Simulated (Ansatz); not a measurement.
**Question.** Name crystals whose computed values (DFT-LDA in the program Ansatz with PAW potentials) fall in these windows: B₀ by P(V) fit (GPa) 34 to 47; highest Γ mode, no LO–TO term (cm⁻¹) 190 to 270.

**Answer.** 

```
crystal                                                    B₀ by P(V) fit (GPa)  highest Γ mode, no LO–TO term (cm⁻¹)
---------------------------------------------------------  --------------------  ------------------------------------
CsZn4As3, P4/mmm (Cs on 1b, Zn on 4i, As on 2h, As on 1a)                  41.6                                   233
MgTe, wurtzite                                                             38.7                                   268
Mg2Sn, fluorite or antifluorite type                                       46.6                                   220
```
Others may fit too.

Standing as an ambient phase not checked: CsZn4As3, P4/mmm (Cs on 1b, Zn on 4i, As on 2h, As on 1a). All cells were relaxed under the symmetry of their starts (and spin orders); stability against distortions was not tested throughout. Scalar-relativistic: spin–orbit coupling is off unless named, which matters more the heavier the elements.

Potentials: the later of the program's two PAW sets.
